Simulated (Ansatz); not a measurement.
SrZrO₃, first-principles data

SrZrO₃:
```
CELL_PARAMETERS angstrom
      4.09581     0.00000     0.00000
      0.00000     4.09581     0.00000
      0.00000     0.00000     4.09581
ATOMIC_POSITIONS crystal
  Sr 0.50000 0.50000 0.50000
  Zr 0.00000 0.00000 0.00000
  O  0.00000 0.50000 0.00000
  O  0.50000 0.00000 0.00000
  O  0.00000 0.00000 0.50000
```

Space group Pm-3m (No. 221), cubic perovskite; conventional cell a = 4.0958 Å, b = 4.0958 Å, c = 4.0958 Å, α = 90.00°, β = 90.00°, γ = 90.00°.

Method: LDA (plane waves, PAW; program Ansatz). The cell and atoms are relaxed at this level. Other levels are named where they apply.

**Cell and energy**

Volume per atom: 13.74 Å³
Density: 5.48 g/cm³
Formation energy from the elements (no fitted shifts): -3.42 eV/atom

**Electronic structure**

- Band gap = 3.32 eV (indirect)
- Valence-band maximum = at R
- Conduction-band minimum = at Γ
- Smallest direct gap on the standard path = 3.55 eV
- Electron effective mass, band 1 of 3 at the edge = 2.3 along [100], 0.66 along [110], 0.54 along [111] (mₑ)
- Electron effective mass, band 2 of 3 at the edge = 0.34 along [100], 0.53 along [110], 0.44 along [111] (mₑ)
- Electron effective mass, band 3 of 3 at the edge = 0.34 along [100], 0.34 along [110], 0.44 along [111] (mₑ)

**Mechanics**

- Bulk modulus (Birch–Murnaghan fit): 177 GPa
- Pressure derivative B′: 4.3
- Elastic constants (relaxed ions, GPa): C11 = 372, C12 = 79.1, C44 = 75.7
- Mechanical stability: stable (all eigenvalues of C positive)
- Hill bulk and shear moduli: 177 and 98.9 GPa
- Young's modulus: 250 GPa
- Poisson's ratio: 0.26
- Debye temperature from the elastic constants: 587 K

**Dielectric response**

- Electronic dielectric constant ε∞ (DFPT): 4.62
- Born charges (a third of the trace): Sr +2.57, Zr +5.99, O -2.85 e

**Phonons**

- Highest zone-centre frequency (without LO–TO term) = 595 cm⁻¹
- Zone-centre stability = unstable, softest mode 95i cm⁻¹
- Dynamical stability on the path = unstable, down to 194i cm⁻¹

The first step of the workflow began from a Materials Project structure, measured or hypothetical; the Crystallography Open Database files this formula in space group No. 221, but the cells were not matched. Whether it is the stable phase at ambient conditions was not checked. The cell was relaxed with LDA under the symmetry of its start. No spin polarisation was allowed. The references are the lowest solids computed at this level, not always the standard phases (solids in place of the gases). Spin–orbit coupling is left out wherever it is not named.

Potentials: the later of the program's two PAW sets.
